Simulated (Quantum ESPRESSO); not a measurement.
MgPd5WSc, one run as intended and one with a planted mistake

A calculation, not a measurement. The program is pw.x of Quantum ESPRESSO 7.5 (plane-wave density functional theory). The cell is made up: eight metal atoms on a face-centred cubic lattice, with elements, volume, strain and displacements drawn at random and not relaxed, so it may be unstable or far from any real phase. PseudoDojo standard norm-conserving files set the functional (PBE unless stated); there is no spin polarisation or spin-orbit coupling, the Fermi-Dirac width of 0.25 eV means electrons at about 2900 K, and the masses in the input are unused placeholders. Heavy elements are run without spin-orbit coupling, which real alloys of them have. A spin test at this wide smearing found no moment, but such smearing suppresses magnetism that the real alloy may have.

Intended input:

```
&control calculation='scf', pseudo_dir='./dojo.nc.sr.pbe.v0_5.standard.upf', outdir='./o', disk_io='minimal', tprnfor=.true., tstress=.true. /
&system ibrav=0, nat=8, ntyp=4, nbnd=80, ecutwfc=84.00895049, nosym=.true., tot_charge=0,
 occupations='smearing', smearing='fd', degauss=0.0183746611
/
&electrons conv_thr=1.470e-08, electron_maxstep=70, mixing_beta=0.5 /
ATOMIC_SPECIES
Mg 1.0 Mg.upf
Pd 1.0 Pd.upf
Sc 1.0 Sc.upf
W 1.0 W.upf
CELL_PARAMETERS angstrom
-0.0057 -2.0576 -2.0733
-4.2382 2.0192 -2.0462
6.41 6.1493 -4.1059
ATOMIC_POSITIONS angstrom
Mg -0.0828 -0.0996 0.1411
Pd 0.1832 2.0472 -2.0507
Pd 0.0066 4.1987 -4.2122
Pd 4.2925 4.1037 -4.1869
Pd -2.2262 -0.0242 -2.0138
W -2.0881 1.7949 -4.0955
Pd 2.0705 2.0435 -4.2535
Sc 2.185 4.1631 -6.1375
K_POINTS automatic
8 5 3 1 1 1
```

The log is shortened where brackets say so; the opening notice, blank lines, dates and the lines on written files are dropped, and the path of the files is cut. It prints rydbergs, bohrs and kilobars, and counts compression as positive stress. Its total energy is the free energy E - TS of the whole cell.

Log of the intended run:

```
     Program PWSCF v.7.5
     Parallel version (MPI & OpenMP), running on       4 processor cores
     Number of MPI processes:                 4
     Threads/MPI process:                     1
     [start-up lines left out]
     bravais-lattice index     =            0
     lattice parameter (alat)  =       5.5199  a.u.
     unit-cell volume          =     969.3175 (a.u.)^3
     number of atoms/cell      =            8
     number of atomic types    =            4
     number of electrons       =       125.00
     number of Kohn-Sham states=           80
     kinetic-energy cutoff     =      84.0090  Ry
     charge density cutoff     =     336.0358  Ry
     scf convergence threshold =      1.5E-08
     mixing beta               =       0.5000
     number of iterations used =            8  plain     mixing
     Exchange-correlation= PBE
                           (   1   4   3   4   0   0   0)
     [axes and pseudopotential details left out]
   Cartesian axes
     site n.     atom                  positions (alat units)
         1        Mg     tau(   1) = (  -0.0283463  -0.0340977   0.0483051  )
         2        Pd     tau(   2) = (   0.0627179   0.7008525  -0.7020507  )
         3        Pd     tau(   3) = (   0.0022595   1.4374118  -1.4420335  )
         4        Pd     tau(   4) = (   1.4695239   1.4048888  -1.4333721  )
         5        Pd     tau(   5) = (  -0.7621326  -0.0082848  -0.6894181  )
         6        W      tau(   6) = (  -0.7148545   0.6144784  -1.4020816  )
         7        Pd     tau(   7) = (   0.7088292   0.6995858  -1.4561724  )
         8        Sc     tau(   8) = (   0.7480279   1.4252242  -2.1011539  )
     number of k points=    60  Fermi-Dirac smearing, width (Ry)=  0.0184
                       cart. coord. in units 2pi/alat
        k(    1) = (  -0.0091932   0.0180284  -0.1059211), wk =   0.0333333
        k(    2) = (  -0.1230293  -0.1009422   0.0124615), wk =   0.0333333
     [further k points left out]
     Dense  grid:   100761 G-vectors     FFT dimensions: (  36,  60, 108)
     Estimated max dynamical RAM per process >     418.80 MB
     Estimated total dynamical RAM >       1.56 GB
     Initial potential from superposition of free atoms
     starting charge     124.9952, renormalised to     125.0000
     Starting wfcs are   70 randomized atomic wfcs +   10 random wfcs
     total cpu time spent up to now is        9.1 secs
     per-process dynamical memory:   334.5 Mb
     Self-consistent Calculation
     iteration #  1     ecut=    84.01 Ry     beta= 0.50
     Davidson diagonalization with overlap
     ethr =  1.00E-02,  avg # of iterations =  3.8
     total cpu time spent up to now is       40.4 secs
     total energy              =   -1709.00186536 Ry
     estimated scf accuracy    <      20.75022626 Ry
     iteration #  2     ecut=    84.01 Ry     beta= 0.50
     Davidson diagonalization with overlap
     ethr =  1.00E-02,  avg # of iterations =  4.3
     total cpu time spent up to now is       71.4 secs
     total energy              =   -1706.48533165 Ry
     estimated scf accuracy    <     173.88576473 Ry
     [iterations 3 to 21 left out]
     iteration # 22     ecut=    84.01 Ry     beta= 0.50
     Davidson diagonalization with overlap
     ethr =  2.17E-11,  avg # of iterations =  1.5
     total cpu time spent up to now is      537.6 secs
     total energy              =   -1722.30299092 Ry
     estimated scf accuracy    <       0.00000006 Ry
     iteration # 23     ecut=    84.01 Ry     beta= 0.50
     Davidson diagonalization with overlap
     ethr =  2.17E-11,  avg # of iterations =  1.0
     total cpu time spent up to now is      558.2 secs
     End of self-consistent calculation
     [lines on levels left out]
!    total energy              =   -1722.30299092 Ry
     estimated scf accuracy    <          4.6E-09 Ry
     smearing contrib. (-TS)   =      -0.10445229 Ry
     internal energy E=F+TS    =   -1722.19853863 Ry
     The total energy is F=E-TS. E is the sum of the following terms:
     one-electron contribution =    -694.62657518 Ry
     hartree contribution      =     402.28660843 Ry
     xc contribution           =    -276.39146048 Ry
     ewald contribution        =   -1153.46711141 Ry
     convergence has been achieved in  23 iterations
     Forces acting on atoms (cartesian axes, Ry/au):
     atom    1 type  1   force =    -0.01002844    0.04301320   -0.05487698
     atom    2 type  2   force =    -0.01127410   -0.01066834    0.00594622
     atom    3 type  2   force =    -0.01508611   -0.02243974    0.01801968
     atom    4 type  2   force =    -0.00619845   -0.01229013    0.02032593
     atom    5 type  2   force =     0.00372296    0.02749641   -0.02647555
     atom    6 type  4   force =     0.03264713    0.02647700   -0.01551067
     atom    7 type  2   force =     0.01387562    0.00113351    0.00700934
     atom    8 type  3   force =    -0.00765859   -0.05272190    0.04556203
     Total force =     0.124629     Total SCF correction =     0.000336
     Computing stress (Cartesian axis) and pressure
          total   stress  (Ry/bohr**3)                   (kbar)     P=     -111.79
  -0.00096032   0.00007077  -0.00005460         -141.27       10.41       -8.03
   0.00007077  -0.00064422  -0.00005922           10.41      -94.77       -8.71
  -0.00005460  -0.00005922  -0.00067529           -8.03       -8.71      -99.34
     init_run     :      8.63s CPU      9.00s WALL (       1 calls)
     electrons    :    536.82s CPU    549.05s WALL (       1 calls)
     forces       :      2.72s CPU      2.72s WALL (       1 calls)
     stress       :     12.30s CPU     12.31s WALL (       1 calls)
     [timing details left out]
     PWSCF        :   9m20.58s CPU   9m33.29s WALL
     JOB DONE.
```

A second run has one planted mistake: the files are those of another functional. The input lines that differ:

```
- &control calculation='scf', pseudo_dir='./dojo.nc.sr.pbe.v0_5.standard.upf', outdir='./o', disk_io='minimal', tprnfor=.true., tstress=.true. /
+ &control calculation='scf', pseudo_dir='./dojo.nc.sr.lda.v0_4_1.standard.upf', outdir='./o', disk_io='minimal', tprnfor=.true., tstress=.true. /
```

Its log:

```
     Program PWSCF v.7.5
     Parallel version (MPI & OpenMP), running on       4 processor cores
     Number of MPI processes:                 4
     Threads/MPI process:                     1
     [start-up lines left out]
     bravais-lattice index     =            0
     lattice parameter (alat)  =       5.5199  a.u.
     unit-cell volume          =     969.3175 (a.u.)^3
     number of atoms/cell      =            8
     number of atomic types    =            4
     number of electrons       =       125.00
     number of Kohn-Sham states=           80
     kinetic-energy cutoff     =      84.0090  Ry
     charge density cutoff     =     336.0358  Ry
     scf convergence threshold =      1.5E-08
     mixing beta               =       0.5000
     number of iterations used =            8  plain     mixing
     Exchange-correlation= SLA  PW   NOGX NOGC
                           (   1   4   0   0   0   0   0)
     [axes and pseudopotential details left out]
   Cartesian axes
     site n.     atom                  positions (alat units)
         1        Mg     tau(   1) = (  -0.0283463  -0.0340977   0.0483051  )
         2        Pd     tau(   2) = (   0.0627179   0.7008525  -0.7020507  )
         3        Pd     tau(   3) = (   0.0022595   1.4374118  -1.4420335  )
         4        Pd     tau(   4) = (   1.4695239   1.4048888  -1.4333721  )
         5        Pd     tau(   5) = (  -0.7621326  -0.0082848  -0.6894181  )
         6        W      tau(   6) = (  -0.7148545   0.6144784  -1.4020816  )
         7        Pd     tau(   7) = (   0.7088292   0.6995858  -1.4561724  )
         8        Sc     tau(   8) = (   0.7480279   1.4252242  -2.1011539  )
     number of k points=    60  Fermi-Dirac smearing, width (Ry)=  0.0184
                       cart. coord. in units 2pi/alat
        k(    1) = (  -0.0091932   0.0180284  -0.1059211), wk =   0.0333333
        k(    2) = (  -0.1230293  -0.1009422   0.0124615), wk =   0.0333333
     [further k points left out]
     Dense  grid:   100761 G-vectors     FFT dimensions: (  36,  60, 108)
     Estimated max dynamical RAM per process >     418.80 MB
     Estimated total dynamical RAM >       1.56 GB
     Initial potential from superposition of free atoms
     starting charge     124.9960, renormalised to     125.0000
     Starting wfcs are   70 randomized atomic wfcs +   10 random wfcs
     total cpu time spent up to now is        7.9 secs
     per-process dynamical memory:   334.5 Mb
     Self-consistent Calculation
     iteration #  1     ecut=    84.01 Ry     beta= 0.50
     Davidson diagonalization with overlap
     ethr =  1.00E-02,  avg # of iterations =  3.5
     total cpu time spent up to now is       31.0 secs
     total energy              =   -1703.69275579 Ry
     estimated scf accuracy    <      20.46509277 Ry
     iteration #  2     ecut=    84.01 Ry     beta= 0.50
     Davidson diagonalization with overlap
     ethr =  1.00E-02,  avg # of iterations =  4.2
     total cpu time spent up to now is       59.7 secs
     total energy              =   -1701.49021020 Ry
     estimated scf accuracy    <     167.75333522 Ry
     [iterations 3 to 18 left out]
     iteration # 19     ecut=    84.01 Ry     beta= 0.50
     Davidson diagonalization with overlap
     ethr =  1.39E-10,  avg # of iterations =  1.0
     total cpu time spent up to now is      412.9 secs
     total energy              =   -1716.79981291 Ry
     estimated scf accuracy    <       0.00000005 Ry
     iteration # 20     ecut=    84.01 Ry     beta= 0.50
     Davidson diagonalization with overlap
     ethr =  3.76E-11,  avg # of iterations =  1.6
     total cpu time spent up to now is      434.0 secs
     End of self-consistent calculation
     [lines on levels left out]
!    total energy              =   -1716.79981291 Ry
     estimated scf accuracy    <          6.0E-09 Ry
     smearing contrib. (-TS)   =      -0.10527306 Ry
     internal energy E=F+TS    =   -1716.69453985 Ry
     The total energy is F=E-TS. E is the sum of the following terms:
     one-electron contribution =    -695.48650649 Ry
     hartree contribution      =     401.01780839 Ry
     xc contribution           =    -268.75873034 Ry
     ewald contribution        =   -1153.46711141 Ry
     convergence has been achieved in  20 iterations
     Forces acting on atoms (cartesian axes, Ry/au):
     atom    1 type  1   force =    -0.01126006    0.04036674   -0.05139145
     atom    2 type  2   force =    -0.00603783   -0.00509887    0.00329166
     atom    3 type  2   force =    -0.01409319   -0.01962034    0.01668624
     atom    4 type  2   force =    -0.00871127   -0.01358248    0.02074683
     atom    5 type  2   force =    -0.00154977    0.02680918   -0.02724293
     atom    6 type  4   force =     0.03581441    0.02428215   -0.01566939
     atom    7 type  2   force =     0.01173632   -0.00024699    0.00632752
     atom    8 type  3   force =    -0.00589861   -0.05290939    0.04725152
     Total force =     0.121858     Total SCF correction =     0.000645
     Computing stress (Cartesian axis) and pressure
          total   stress  (Ry/bohr**3)                   (kbar)     P=     -205.85
  -0.00158408   0.00007996  -0.00006152         -233.03       11.76       -9.05
   0.00007996  -0.00128942  -0.00005273           11.76     -189.68       -7.76
  -0.00006152  -0.00005273  -0.00132447           -9.05       -7.76     -194.84
     init_run     :      7.41s CPU      7.71s WALL (       1 calls)
     electrons    :    415.39s CPU    426.07s WALL (       1 calls)
     forces       :      2.47s CPU      2.47s WALL (       1 calls)
     stress       :     10.68s CPU     10.68s WALL (       1 calls)
     [timing details left out]
     PWSCF        :   7m16.17s CPU   7m27.26s WALL
     JOB DONE.
```

```
                                            intended run  run with the mistake
                          free energy (eV)    -23433.126            -23358.251
         entropy term -TS, part of it (eV)        -1.421                -1.432
                            pressure (GPa)        -11.18                -20.58
size of the largest force component (eV/Å)         1.411                 1.360
largest change of a force component (eV/Å)                               0.143
                                iterations            23                    20
```

For scale, a rerun of the intended cell at a higher cutoff and on a denser mesh moved values by no more than 0.009 eV in energy, 0.06 GPa in stress and 0.004 eV/Å in force, and a second program with other atomic files agreed on that cell to 2 % rms in force and 0.5 GPa in pressure. Files of another functional or element have another zero of energy, so the energy change says nothing on stability.